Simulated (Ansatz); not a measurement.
System: MnO, 4 atoms in the cell.

The calculation used PBE, all-electron LAPW, point nucleus in Ansatz 0.2.0 development build.

k-mesh 4×4×4 Γ-centred; Fermi–Dirac smearing of 0.05 eV; starting moments Mn1 5, Mn2 -5 μB.

```
CELL_PARAMETERS angstrom
4.44500 2.22250 2.22250
2.22250 4.44500 2.22250
2.22250 2.22250 4.44500
ATOMIC_POSITIONS crystal
Mn 0.00000 0.00000 0.00000
Mn 0.50000 0.50000 0.50000
O 0.25000 0.25000 0.25000
O 0.75000 0.75000 0.75000
```

(1) What pressure does the calculation give?

Results:

(1) The pressure is -0.53 GPa, so at these settings the cell is stretched and would shrink.

The k-mesh is coarse, so these values belong to this mesh and can lie far from the converged ones. One magnetic order was tried; another may lie lower.
